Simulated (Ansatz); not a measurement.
Problem. SnSe (zinc blende, F-43m) is relaxed with plane-wave PAW PBEsol (Ansatz code). What lattice parameters of the conventional cell result?

Solution. a = 6.665 Å.

Problem. Is it a metal or does it have a gap at this level?

Solution. No gap at this level.

The start of the workflow was typed in or built on a structure type; neither database checked (COD, Materials Project) lists it. It is not the phase usual at ambient conditions (space group No. 62). Symmetry was held in the PBEsol relaxation. At this level the phase is mechanically unstable. Scalar-relativistic: spin–orbit coupling is off unless named, which matters more the heavier the elements.

Potentials: the later of the program's two PAW sets.
